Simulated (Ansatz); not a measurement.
PtS2:
```cif
data_PtS2
_chemical_formula_sum 'Pt1 S2'
_space_group_name_H-M_alt 'P-3m1'
_space_group_IT_number 164
_space_group_name_Hall '-P 3 2"'
_cell_length_a 3.58278
_cell_length_b 3.58278
_cell_length_c 4.66838
_cell_angle_alpha 90.000
_cell_angle_beta 90.000
_cell_angle_gamma 120.000
loop_
_atom_site_label
_atom_site_type_symbol
_atom_site_symmetry_multiplicity
_atom_site_Wyckoff_symbol
_atom_site_fract_x
_atom_site_fract_y
_atom_site_fract_z
_atom_site_occupancy
Pt1 Pt 1 a 0.00000 0.00000 0.00000 1
S1 S 2 d 0.33333 0.66667 0.25841 1
```

Relaxed at zero pressure with the program Ansatz at the PBE+D3(BJ) level (PAW).

The volume is lowered by 6 % and shape and atoms relax at that volume. What pressure results, and how do the axes share the change?

3.4 GPa; a -0.4 %, b -0.4 %, c -5.3 %; the energy rises by 10 meV/atom.

Give the new structure.


Space group P-3m1 (No. 164); a = b = 3.5695 Å, c = 4.4210 Å, α = β = 90.00°, γ = 120.00°

```tsv
atom	site	symmetry	x	y	z
Pt	1a	-3m.	0.0000	0.0000	0.0000
S	2d	3m.	0.3333	0.6667	0.2712
```

The phase is kept; no other phase was compared at this pressure.

Symmetry was held in the PBE+D3(BJ) relaxation; of distortions, only those at the zone centre were tested. No spin polarisation was allowed. Scalar-relativistic: spin–orbit coupling is off unless named, which matters more the heavier the elements.

Potentials: the later of the program's two PAW sets.
